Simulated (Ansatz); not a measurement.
The elements of this relaxed trial crystal are hidden behind letters.

```
lattice vectors (Å)
   5.4190    0.0000    0.0000
  -2.7095    4.6930    0.0000
   0.0000    0.0000    5.4078
fractional positions
X 0.3333 0.6667 0.5000
X 0.6667 0.3333 0.5000
X 0.0000 0.6690 0.0000
X 0.6690 0.0000 0.0000
X 0.3310 0.3310 0.0000
Z 0.0000 0.0000 0.5000
Q 0.0000 0.3305 0.7475
Q 0.6695 0.6695 0.7475
Q 0.3305 0.0000 0.7475
Q 0.0000 0.3305 0.2525
Q 0.6695 0.6695 0.2525
Q 0.3305 0.0000 0.2525
```

All numbers below come from Ansatz 0.2.0, DFT PBE, scalar-relativistic, plane waves, PAW. The final run on the 12-atom cell used 420 eV, a Γ-centred 12×12×8 mesh, 0.10 eV smearing and no spin polarisation.

| Quantity | Value |
| --- | --- |
| Space group | P-62m (No. 189) |
| Conventional cell | a = 5.419 Å, c = 5.408 Å |
| Volume per atom | 11.46 Å³ |
| Density | 12.37 g/cm³ |
| Formation energy | −1.61 eV/atom |
| Gap on the 12×12×8 mesh of the 12-atom cell | 0 eV (a metal) |

Energies are uncorrected and count from the elements' standard states at the same level.

Problem. X is a d-block element of period 6, Z is a d-block element of period 4 and Q is a p-block element of period 2. Which elements are they?

Solution. X = Hf, Z = Ti, Q = N, so the formula is Hf5TiN6. Density times volume gives a mean mass of 12.37 × 11.46/1.6605 = 85.4 u per atom, and this set has 85.4 u. Hf on a site of symmetry -6 is surrounded by 6 N at 2.25 Å, 3 Ti at 3.13 Å and 9 Hf at 3.13–3.26 Å; Ti is surrounded by 6 N at 2.24 Å and 12 Hf at 3.13–3.24 Å; N is surrounded by 1 Ti at 2.24 Å and 5 Hf at 2.25–2.29 Å; 1 more site not described. Other sets within the hints have nearly the same mass, so mass alone doesn't settle it; this one was computed.

Spin–orbit coupling, which can matter for Hf, is left out. A later test with randomly moved atoms came back to the same energy, though modes that don't fit the test's cell weren't probed.
